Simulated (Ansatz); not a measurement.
Phonon dispersion of ScAl2N3

Theory: Ansatz 0.2.0, DFT PBE, scalar-relativistic, plane waves, PAW. Plane waves to 420 eV; Γ-centred k mesh 6×6×6; fixed occupations. No spin polarisation. Phonons by linear response, acoustic sum rule imposed.

Relaxed structure:
```
Sc Al N
1.0
     4.93897   -2.84046    0.00000
     4.93897    2.84046    0.00000
     0.00000    0.00000    5.02029
Sc Al N
2 4 6
Direct
  0.67776 0.32224 0.52173
  0.32224 0.67776 0.02173
  0.00673 0.33570 0.00516
  0.99327 0.66430 0.50516
  0.66430 0.99327 0.00516
  0.33570 0.00673 0.50516
  0.02940 0.33247 0.62651
  0.97060 0.66753 0.12651
  0.69088 0.30912 0.08993
  0.30912 0.69088 0.58993
  0.66753 0.97060 0.62651
  0.33247 0.02940 0.12651
```

The cell was found from a proposed guess, not taken from experiment. The q mesh is coarse, so values between its points are rough.

Force constants from linear response on a 2×2×1 q mesh.

Task: Is the structure dynamically stable on the q mesh?

Result: Yes, on this mesh: no mode is imaginary.

Task: Give the frequencies (cm⁻¹) at the zone-boundary points of high symmetry (interpolated where a point lies off the q mesh).

Result:
| point | q | frequencies |
| --- | --- | --- |
| Y | 0.500 0.500 0.000 | 121 158 166 181 214 249 253 256 305 315 333 334 340 346 391 425 447 457 471 474 523 529 537 546 578 613 621 640 655 657 667 676 696 706 749 786 |
| F0 | 0.333 0.667 0.000 | 122 140 173 173 216 219 261 277 301 306 332 340 354 364 382 419 439 464 465 469 520 533 539 550 580 614 630 632 633 648 666 681 684 747 756 767 |
| DELTA0 | -0.333 0.333 0.000 | 122 140 173 173 216 219 261 277 301 306 332 340 354 364 382 419 439 464 465 469 520 533 539 550 580 614 630 632 633 648 666 681 684 747 756 767 |
| Z | 0.000 0.000 0.500 | 150 150 150 150 184 184 274 274 285 285 339 339 348 348 439 439 470 470 477 477 552 552 556 556 598 598 625 625 656 656 670 670 694 694 746 746 |
| B0 | -0.333 0.333 0.500 | 165 165 189 189 208 208 265 265 268 268 283 283 382 382 411 411 426 426 459 459 538 538 539 539 622 622 642 642 655 655 679 679 730 730 732 732 |
| G0 | 0.333 0.667 0.500 | 165 165 189 189 208 208 265 265 268 268 283 283 382 382 411 411 426 426 459 459 538 538 539 539 622 622 642 642 655 655 679 679 730 730 732 732 |
| T | 0.500 0.500 0.500 | 170 170 192 192 223 223 260 260 265 265 287 287 360 360 381 381 458 458 478 478 531 531 545 545 623 623 632 632 663 663 674 674 727 727 734 734 |
| S | 0.000 0.500 0.000 | 136 158 167 183 194 249 269 283 284 304 305 320 356 370 384 423 449 461 470 472 525 529 536 558 586 618 628 632 637 643 674 680 690 696 771 777 |
| R | 0.000 0.500 0.500 | 162 162 201 201 212 212 260 260 272 272 288 288 358 358 380 380 456 456 476 476 532 532 551 551 623 623 641 641 651 651 670 670 728 728 737 737 |
